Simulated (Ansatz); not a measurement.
# KCaIn2: settings compared (Ansatz)

Launch command:

```bash
ansatz run input.yaml --threads 1 --pin off --max-ram 2560MiB --backend cpu --events-out ev --progress --plain --runs-dir out
```

input.yaml:

```yaml
crystal:
  lattice:
    - [4.799874, 0.0, 0.0]
    - [2.399937, -5.652355, 0.0]
    - [0.0, 0.0, -7.990394]
  atoms:
    - { symbol: In, position: [0.36418, 0.27164, 0.94871] }
    - { symbol: In, position: [0.63582, 0.72836, 0.44871] }
    - { symbol: In, position: [0.63582, 0.72836, 0.05129] }
    - { symbol: In, position: [0.36418, 0.27164, 0.55129] }
    - { symbol: K, position: [0.78843, 0.42314, 0.75] }
    - { symbol: K, position: [0.21157, 0.57686, 0.25] }
    - { symbol: Ca, position: [0.07451, 0.85098, 0.75] }
    - { symbol: Ca, position: [0.92549, 0.14902, 0.25] }
  symmetry: { tolerance: 0.0003 }
kpoints:
  mp_grid: { grid: [4, 4, 3], shift: [0, 0, 0] }
magnetization:
  spin_polarized: false
scf:
  occupations: { method: fermi_dirac, width: 0.0401 }
hamiltonian:
  pseudopotentials: { kind: paw }
  xc: pbesol
basis:
  ecutwfc: 420
output:
  forces: true
  stress: true
  eigenvalues: true
```

Origin of the cell: a known structure type with other elements, at an estimated volume, so it need not be a known compound.

Output of this run (shortened):

```
SCF iter   1: F=—  HF=-28719.645959 eV  Δρ=4.03e-3  dr2=3.71e-2  defer=2
SCF iter   2: F=—  HF=-28719.639979 eV  Δρ=1.99e-3  dr2=1.23e-2  defer=16
SCF iter   3: F=—  HF=-28719.636619 eV  Δρ=5.23e-4  dr2=1.62e-3  defer=16
SCF iter   4: F=—  HF=-28719.636212 eV  Δρ=1.34e-4  dr2=9.45e-5  defer=16
SCF iter   5: F=—  HF=-28719.636247 eV  Δρ=5.17e-5  dr2=9.81e-6  defer=16
SCF iter   6: F=—  HF=-28719.636246 eV  Δρ=1.56e-5  dr2=8.35e-7  defer=16
SCF iter   7: F=-28719.636246 eV  HF=-28719.636246 eV  Δρ=4.18e-6  dr2=5.82e-8
SCF 1 converged in 7 iterations: F = -28719.636246 eV  dr2 = 5.82e-8
SCF converged after 7 iterations
Free energy (F): -28719.636246 eV
Harris-Foulkes:  -28719.636246 eV  (|F-HF|=2.42e-8)
Internal energy: -28719.613307 eV  (E = F + TS)
E sigma→0 (E₀):  -28719.624777 eV
Entropy (-TS):   -0.022939 eV (-2.867 meV/atom)
Fermi energy:    8.850893 eV
--- Per-component energies (eV) ---
  E_band       = -572.814670
  E_kinetic    = 2043.461559
  E_local      = -7156.283621  (includes V_loc(G=0)·N_el)
  E_nonlocal   = 1625.562061
  E_hartree    = 2686.957540
  E_xc         = -1399.144693
  E_vxc        = -1075.688039  (∫ρ·V_xc dr)
  E_paw        = -19523.003667  (= ΣΔE_a)
  E_vpaw       = -1383.778483  (= ΣTr[D̂ρ^β])
  E_aug_tail   = 0.000083  (compensation charges beyond the density's cutoff)
  E_ewald      = -6998.559538
  E_core_change = 1.396969  (= ΣΔE_core)
  E_smearing   = -0.022939  (= −TS)
  Σ components = -28719.636246   (vs F -28719.636246, Δ=0.00e0)
--- Forces (eV/Å), atoms counted from 1 ---
  atom   1  In     0.000000     1.035231    -0.041463
  atom   2  In    -0.000000    -1.035231    -0.041463
  atom   3  In    -0.000000    -1.035231     0.041463
  atom   4  In     0.000000     1.035231     0.041463
  atom   5  K     -0.000000     0.135695     0.000000
  atom   6  K      0.000000    -0.135695    -0.000000
  atom   7  Ca     0.000000     0.142366    -0.000000
  atom   8  Ca    -0.000000    -0.142366     0.000000
  max |Σ_I F_I| component: 2.22e-16 eV/Å
--- Stress (GPa, compression-positive) ---
        8.420658       0.000000       0.000000
        0.000000       2.413322       0.000000
        0.000000       0.000000       6.682542
  P = ⅓ Tr σ = 5.8388 GPa (58.388 kbar)
```

The same input was run again with these changes:

1. `scf.occupations.width` 0.0401 → default; `scf.occupations.method` fermi_dirac → tetrahedron; `kpoints.mp_grid.shift` [0, 0, 0] → [0.5, 0.5, 0.5]; `magnetization` { spin_polarized: false } → { spin_polarized: true } (starts: random); typed moments: In1 -2, In2 0.5, In3 1, In4 1, K5 -0.5, K6 1, Ca7 -4, Ca8 2
2. `kpoints.mp_grid.grid` [4, 4, 3] → [3, 3, 2]; `accuracy` default → low
3. `hamiltonian.xc` pbesol → r2scan; `scf.convergence.dr2_threshold` default → 1.0e-11
4. `kpoints.mp_grid.grid` [4, 4, 3] → [5, 5, 4]; `basis.ecutrho_ratio` default → 12

| run | end | SCF iterations | P (GPa) | max force component (eV/Å) | moment (μB) | ΔE(σ→0) (meV/atom) |
| --- | --- | --- | --- | --- | --- | --- |
| base | converged | 7 | 5.84 | 1.035 | – | 0 |
| 1 | converged | 14 | 6.03 | 1.052 | 0.00 | -10.52 |
| 2 | converged | 6 | 5.73 | 1.159 | – | -26.25 |
| 3 | converged | 12 | 7.45 | 1.172 | – | – |
| 4 | converged | 7 | 5.95 | 1.021 | – | -3.17 |

Energies are compared only where functional, datasets, charge and starting cell are the same.

Not properties of the system: run 2 (too coarse or loose: `kpoints.mp_grid.grid` = [3, 3, 2], `accuracy` = low).

Caveats of the base run: the k mesh is coarse if the cell is a metal.

Run 1: a starting moment was lost; forces and stress under tetrahedra may miss the slope of the energy; the k mesh keeps only part of the crystal's symmetry.
Run 3: the cutoff lies below the datasets' advice.

The base run took 12 s on 1 thread of Arm Neoverse V1, with other jobs on the host, peak memory 0.5 GiB, from the program's own first density.
